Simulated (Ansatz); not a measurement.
Q: Name crystals whose computed values (PBE (plane waves, PAW; program Ansatz)) fall in these windows: electron conductivity mass (mₑ) 0.77 to 0.95; B₀ by P(V) fit (GPa) 45 to 63.

A: 

```json
[
 {"crystal": "LiF, P6_3/mmc (Li on 2d, F on 2c)", "electron conductivity mass (mₑ)": "0.86", "B₀ by P(V) fit (GPa)": "55.9"},
 {"crystal": "LiF, zinc blende", "electron conductivity mass (mₑ)": "0.82", "B₀ by P(V) fit (GPa)": "51.7"}
]
```
Others may fit too.

Typed or built starts, not in the databases checked: LiF, P6_3/mmc (Li on 2d, F on 2c); LiF, zinc blende. Not the usual ambient phase: LiF, P6_3/mmc (Li on 2d, F on 2c); LiF, zinc blende. All cells were relaxed under the symmetry of their starts (and spin orders); stability against distortions was not tested throughout.

Potentials: the later of the program's two PAW sets.
